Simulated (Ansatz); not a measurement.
NaScSe₂ as one 4-atom ordering (P4/mmm) on the rocksalt lattice, relaxed with r2SCAN. It is tetragonal, P4/mmm (No. 123); a = 4.005 Å, c = 5.428 Å in the conventional setting, 21.76 Å³ an atom. Na is surrounded by 6 Se at 2.71–2.83 Å; Se is surrounded by 2 Na at 2.71 Å and 4 Sc at 2.83 Å; Sc is surrounded by 6 Se at 2.71–2.83 Å; Se is surrounded by 2 Sc at 2.71 Å and 4 Na at 2.83 Å.

```
Na Se Sc
1.0
     4.00461    0.00000    0.00000
     0.00000    4.00461    0.00000
     0.00000    0.00000    5.42757
Na Se Sc
1 2 1
Cartesian
  0.0000 0.0000 0.0000
  0.0000 0.0000 2.7138
  2.0023 2.0023 0.0000
  2.0023 2.0023 2.7138
```

The questions ask for values computed with Ansatz 0.2.0 on this geometry. No spin polarisation and no zero-point or thermal motion; the cell was built from a prototype and may be hypothetical.

Problem. Is there a gap with PBE, and of what kind?

Solution. With PBE the bands overlap by 0.05 eV (counted from 1, band 26 peaks at Γ and band 27 bottoms out at Γ–Z (0.20 of the way from Γ)): no gap.

Problem. Estimate the gap with LDA on 6×6×6.

Solution. With LDA the bands overlap by 0.13 eV (counted from 1, band 26 peaks at Γ and band 27 bottoms out at Γ–Z (0.33 of the way from Γ)): no gap.

Problem. Estimate the gap with HSE06 on 4×4×4.

Solution. HSE06 gives a direct gap of 0.66 eV at Γ.

Problem. Roughly how does the cost of the HSE06 run (4×4×4) compare with r2SCAN's (6×6×6)?

Solution. About 9 times as much (3 core-minutes against 21 core-seconds, on 2 threads of Arm Neoverse V1, with other jobs on the host).

The runs are scalar-relativistic, without spin-orbit coupling.

Where bands overlap the cell is a metal at that level, and these k meshes limit energies, forces and stress. Overlaps of a few tenths of an eV in semilocal functionals can be an artefact that a hybrid or GW lifts.

The meshes of the hybrids are coarse, so their gaps aren't converged to the digits shown.
